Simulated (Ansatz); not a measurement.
Consider the following.

PbO$_{2}$:
```yaml
crystal:
  lattice:
    - [5.08153, 0.00000, 0.00000]
    - [0.00000, 5.08153, 0.00000]
    - [0.00000, 0.00000, 3.44358]
  atoms:
    - { symbol: Pb, position: [0.00000, 0.00000, 0.00000] }
    - { symbol: Pb, position: [0.50000, 0.50000, 0.50000] }
    - { symbol: O, position: [0.30795, 0.30795, 0.00000] }
    - { symbol: O, position: [0.69205, 0.69205, 0.00000] }
    - { symbol: O, position: [0.19205, 0.80795, 0.50000] }
    - { symbol: O, position: [0.80795, 0.19205, 0.50000] }
```

This is the PBE-relaxed structure. Tensor components refer to the Cartesian frame of this cell.

Question: All from PBE (plane waves, PAW; program Ansatz), unless another level is named. Give the bulk modulus (Birch–Murnaghan fit).

Answer: 105 GPa.

Question: What about the elastic constants (relaxed ions, GPa)?

Answer: C11 = 119, C12 = 93.2, C13 = 98.4, C33 = 236, C44 = 39.3, C66 = 122.

Question: Predict the highest zone-centre frequency.

Answer: 578 cm⁻¹.

Space group P4_2/mnm (rutile). Symmetry was held in the PBE relaxation; of distortions, only those at the zone centre were tested. As this level gives no gap, shear constants depend on the k-mesh and smearing (Fermi–Dirac, 0.1 eV here). As this level gives no gap, phonon frequencies hold no LO–TO term and depend on the k-mesh and smearing (Fermi–Dirac, 0.1 eV here). Spin–orbit coupling is left out wherever it is not named.

Potentials: the later of the program's two PAW sets.
